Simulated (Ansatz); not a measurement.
The start is a generated cell, HfN built in the FeSi structure type. Cell shape, volume and atoms are optimised at zero target pressure with r2SCAN (plane waves to 500 eV, PAW, scalar-relativistic; Ansatz, an electronic-structure program). The first steps use a coarse 5×5×5 k-mesh.

Starting cell:
```
HfN
1.0
    4.69458     0.00000     0.00000
    0.00000     4.69458     0.00000
    0.00000     0.00000     4.69458
Hf N
4 4
Direct
  0.13652   0.13652   0.13652
  0.63652   0.36348   0.86348
  0.86348   0.63652   0.36348
  0.36348   0.86348   0.63652
  0.84240   0.84240   0.84240
  0.34240   0.65760   0.15760
  0.15760   0.34240   0.65760
  0.65760   0.15760   0.34240
```

**Question.** What pressure does the first self-consistent step give?

**Answer.** -15 GPa (negative: the cell is under tension).

**Question.** Which atoms feel the largest initial force, and how large is it?

**Answer.** About 1.3 eV/Å, on Hf1, Hf2, Hf3, Hf4 (atoms numbered as listed).

**Question.** Does the structure survive the relaxation? Give the final space group.

**Answer.** The space group goes from P2₁3 (No. 198) to Fm-3m (No. 225); the end is rock salt type, with 2 atoms in the primitive cell.

**Question.** By how much does the energy per atom fall from start to end?

**Answer.** 1.45 to 1.46 eV/atom (the two k-meshes of the run give this range).

**Question.** How does the volume per atom move from start to end?

**Answer.** -10.4 %, from 12.93 to 11.59 Å³/atom.

**Question.** How do the shortest distances between atoms change?

**Answer.** The closest pairs of elements (up to four, under 3.6 Å), start → end: Hf–N 2.39 → 2.26 Å; Hf–Hf 2.88 → 3.20 Å; N–N 2.91 → 3.20 Å.

**Question.** What band gap does the relaxed structure have at this level?

**Answer.** No gap (metallic).

**Question.** Write out the relaxed structure.

**Answer.** 
```cif
data_Hf4N4
_chemical_formula_sum 'Hf4 N4'
_space_group_name_H-M_alt 'Fm-3m'
_space_group_IT_number 225
_space_group_name_Hall '-F 4 2 3'
_cell_length_a 4.52547
_cell_length_b 4.52547
_cell_length_c 4.52547
_cell_angle_alpha 90.000
_cell_angle_beta 90.000
_cell_angle_gamma 90.000
loop_
_atom_site_label
_atom_site_type_symbol
_atom_site_symmetry_multiplicity
_atom_site_Wyckoff_symbol
_atom_site_fract_x
_atom_site_fract_y
_atom_site_fract_z
_atom_site_occupancy
Hf1 Hf 4 a 0.00000 0.00000 0.00000 1
N1 N 4 b 0.50000 0.50000 0.50000 1
```
(The calculation used a cell of 2 atoms; values per cell refer to that cell.)

Final values are on a 18×18×18 k-mesh of the relaxed cell. No spin polarisation in the result. The relaxed primitive cell holds an odd number of electrons. A magnetic state may lie lower.

The run could not lose the symmetry of its start; a randomly shaken copy of 4 atoms returns to this structure.
